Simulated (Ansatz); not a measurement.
AgCl:
```xyz
2
Lattice="0.0000 2.8058 2.8058 2.8058 0.0000 2.8058 2.8058 2.8058 0.0000" Properties=species:S:1:pos:R:3 pbc="T T T"
Ag     2.8058     2.8058     2.8058
Cl     0.0000     0.0000     0.0000
```

Relaxed with PBE.

### Question
Map the electron localisation function on the plane through (0.500, 0.500, 0.500) spanned by u = [1, 0, 0] and v = [0, 1, -1] in lattice vectors, from PBE in the plane-wave PAW code Ansatz.

### Answer
x is the fraction of u, y of v (the angle between them is 90°; rows are the nearest grid lines); atoms in the plane: Ag at (0.00, 0.00), Cl at (0.50, 0.50).
```
y \ x  0.000  0.100  0.200  0.250  0.350  0.450  0.550  0.650  0.750  0.800  0.900   1.00
-----  -----  -----  -----  -----  -----  -----  -----  -----  -----  -----  -----  -----
1.00   0.866  0.680  0.441  0.281  0.092  0.037  0.037  0.092  0.281  0.441  0.680  0.866
0.900  0.680  0.592  0.362  0.208  0.081  0.110  0.110  0.081  0.208  0.362  0.592  0.680
0.850  0.569  0.501  0.259  0.138  0.112  0.315  0.315  0.112  0.138  0.259  0.501  0.569
0.750  0.281  0.208  0.098  0.133  0.590  0.806  0.806  0.590  0.133  0.098  0.208  0.281
0.700  0.158  0.113  0.128  0.310  0.801  0.864  0.864  0.801  0.310  0.128  0.113  0.158
0.600  0.054  0.083  0.488  0.754  0.867  0.747  0.747  0.867  0.754  0.488  0.083  0.054
0.550  0.037  0.110  0.627  0.806  0.851  0.512  0.512  0.851  0.806  0.627  0.110  0.037
0.450  0.037  0.110  0.627  0.806  0.851  0.512  0.512  0.851  0.806  0.627  0.110  0.037
0.400  0.054  0.083  0.488  0.754  0.867  0.747  0.747  0.867  0.754  0.488  0.083  0.054
0.300  0.158  0.113  0.128  0.310  0.801  0.864  0.864  0.801  0.310  0.128  0.113  0.158
0.250  0.281  0.208  0.098  0.133  0.590  0.806  0.806  0.590  0.133  0.098  0.208  0.281
0.150  0.569  0.501  0.259  0.138  0.112  0.315  0.315  0.112  0.138  0.259  0.501  0.569
0.100  0.680  0.592  0.362  0.208  0.081  0.110  0.110  0.081  0.208  0.362  0.592  0.680
0.000  0.866  0.680  0.441  0.281  0.092  0.037  0.037  0.092  0.281  0.441  0.680  0.866
```

The density is the valence pseudo-density with augmentation charge, so density and ELF within about 1 Å of a nucleus are not all-electron values.

Space group Fm-3m (rock salt). The cell was relaxed with PBE under the symmetry of its start; phonons on a q-mesh show no instability. No spin polarisation was allowed.

Potentials: the later of the program's two PAW sets.
